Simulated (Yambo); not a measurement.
Yambo run on CaO$_{2}$H$_{2}$ (space group P-3m1, No. 164). The wavefunctions are PBEsol (pw.x of Quantum ESPRESSO, ONCV potentials, scalar-relativistic) ones on a 6×6×4 mesh (12 occupied bands); a = b = 3.581 Å, c = 4.762 Å, α = β = 90.00°, γ = 120.00°.

Yambo input:

```
rim_cut
HF_and_locXC
RandQpts= 1000000
RandGvec= 1 Ry
EXXRLvcs= 84 Ry
VXCRLvcs= 336 Ry
% QPkrange
 1 | 1 | 12 | 13 |
 3 | 3 | 12 | 13 |
 10 | 10 | 12 | 13 |
 12 | 12 | 12 | 13 |
 19 | 19 | 12 | 13 |
 21 | 21 | 12 | 13 |
%
```

k points by index: 1 = Γ, 3 = A, 10 = M, 12 = L, 19 = K, 21 = H.

The o-*.hf file then holds:

```
#    K-point    Band    Eo [eV]    Ehf [eV]    Vxc [eV]    Vnlxc [eV]
#
    1    12    0.000000    -5.903013    -19.35151    -25.25452
    1    13    4.186720    8.547057    -10.04190    -5.681566
    3    12    -0.257013    -6.272129    -18.98809    -25.00320
    3    13    5.816004    10.53378    -10.96568    -6.247897
    10    12    -0.613704    -6.549274    -18.58915    -24.52472
    10    13    5.860144    11.63075    -11.25981    -5.489203
    12    12    -0.301837    -6.338010    -19.01204    -25.04821
    12    13    6.785322    13.16728    -13.55886    -7.176902
    19    12    -0.166200    -6.165896    -19.07858    -25.07828
    19    13    6.785565    12.70384    -12.04006    -6.121784
    21    12    -0.945793    -7.027034    -17.52262    -23.60386
    21    13    7.879590    14.75261    -14.70469    -7.831676
```
Exchange alone, without screening.

Geometry relaxed with PBE+D3(BJ).
